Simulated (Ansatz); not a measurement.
TiSi:
```
CELL_PARAMETERS angstrom
     -1.37174     1.37174     8.30082
      1.37174    -1.37174     8.30082
      1.37174     1.37174    -8.30082
ATOMIC_POSITIONS crystal
  Ti 0.01392 0.01392 0.00000
  Ti 0.76392 0.26392 0.50000
  Si 0.40208 0.40208 0.00000
  Si 0.15208 0.65208 0.50000
```

Relaxed with PBE. Special points in fractions of this cell's reciprocal vectors: Γ (0.000, 0.000, 0.000); X (0.000, 0.000, 0.500); P (0.250, 0.250, 0.250); N (0.000, 0.500, 0.000); M (0.500, 0.500, -0.500); S (0.257, 0.743, -0.257); S0 (-0.257, 0.257, 0.257); R (-0.014, 0.014, 0.500); G (0.500, 0.500, -0.014).

Question: List the band energies nearest the Fermi level at these points for DFT-PBE in the program Ansatz with PAW potentials.

Answer: In eV from the Fermi level; about four levels below and three above (degenerate sets whole), none deeper than 8.9 eV; points with the same levels are listed once.

```json
[
 {"k": "Γ", "below": "-1.72 -1.18 -1.06 -0.31", "above": "1.75 1.75 1.84 1.84"},
 {"k": "X", "below": "-2.95 -2.95 -1.53 -1.53", "above": "0.04 0.04 1.55 1.55"},
 {"k": "P", "below": "-2.92 -2.92 -1.57 -1.57", "above": "0.24 0.24 1.04 1.04"},
 {"k": "N", "below": "-2.72 -2.12 -1.10 -0.49", "above": "0.31 1.59 1.65"},
 {"k": "M", "below": "-1.26 -1.26 -0.57 -0.57", "above": "1.55 1.55 2.09 2.09"},
 {"k": "S", "below": "-2.77 -2.04 -1.12 -0.49", "above": "0.30 1.59 1.65"},
 {"k": "R", "below": "-2.93 -2.93 -1.52 -1.52", "above": "0.06 0.06 1.54 1.54"}
]
```

Space group I4_1md. A made-up cell: these elements were put on the sites of a structure type; neither database checked (COD, Materials Project) lists it. COD files the formula under space group No. 25, so this cell is another polymorph or a model. Whether it is the stable phase at ambient conditions was not checked. The cell was relaxed with PBE under the symmetry of its start; whether a distortion lowers the energy is not shown. The run is not spin-polarised.

Potentials: the later of the program's two PAW sets.
